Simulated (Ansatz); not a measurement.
W (bcc, W type)

```yaml
crystal:
  lattice:
    - [-1.59183, 1.59183, 1.59183]
    - [1.59183, -1.59183, 1.59183]
    - [1.59183, 1.59183, -1.59183]
  atoms:
    - { symbol: W, position: [0.00000, 0.00000, 0.00000] }
```

Method: PBE (plane waves to 420 eV, PAW, scalar-relativistic; Ansatz, a first-principles code). Harmonic phonons by density-functional perturbation theory on a 20×20×20 k mesh, in cm⁻¹ and rounded to 5; i marks imaginary ones, q is in fractions of the reciprocal vectors of the cell shown, and the three acoustic modes at Γ are left out. The program warned that its band solver left a few bands short of their tolerance. Spin-orbit coupling is left out, though W is heavy. The PAW data are Ansatz's earlier set. W is run without spin polarisation. W was relaxed with its symmetry unable to fall.

### Question
Does any mode at N = (0.5, 0.0, 0.0), H = (0.5, 0.5, 0.5) come out imaginary?

### Answer
No imaginary mode at these points (lowest 135 cm⁻¹ at N = (0.5, 0.0, 0.0)); other wave vectors were not tested.

### Question
Predict the phonon wavenumbers at N = (0.5, 0.0, 0.0), H = (0.5, 0.5, 0.5).

### Answer
```tsv
q	wavenumbers (cm⁻¹)
N = (0.5, 0.0, 0.0)	135, 145, 215
H = (0.5, 0.5, 0.5)	180 (×3)
```
